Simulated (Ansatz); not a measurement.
Values for one crystal, relaxed and computed with PBE in the plane-wave PAW code Ansatz; other levels are named.

```yaml
volume_per_atom: 10.27 Å³
electronic_character: metallic (no gap)
Bulk modulus (Birch–Murnaghan fit): 369 GPa
Pressure derivative B′: 4.5
Density of states at the Fermi level: 1.1 states/eV per atom (mean over ±0.08 eV)
Formation energy from the elements (no fitted shifts): 0.92 eV/atom
Gap with spin–orbit coupling: none (metallic)
```

Pick the material that matches.
A) GeW, rock salt
B) BC5, I-4m2 (B on 2c, C on 4e, C on 2b, C on 4f)
C) CdO, rock salt
D) ReC, rock salt

D, ReC, rock salt

Space group Fm-3m (rock salt). The start of the workflow was typed in or built on a structure type; neither database checked (COD, Materials Project) lists it. Its standing as an ambient phase is unchecked. Symmetry was held in the PBE relaxation; whether a distortion lowers the energy is not shown. The run is not spin-polarised. Its formation energy is positive at this level, so the cell may be metastable or incomplete. The references are the lowest solids computed at this level, not always the standard phases. Scalar-relativistic: spin–orbit coupling is off unless named, which matters more the heavier the elements.

Potentials: the later of the program's two PAW sets.
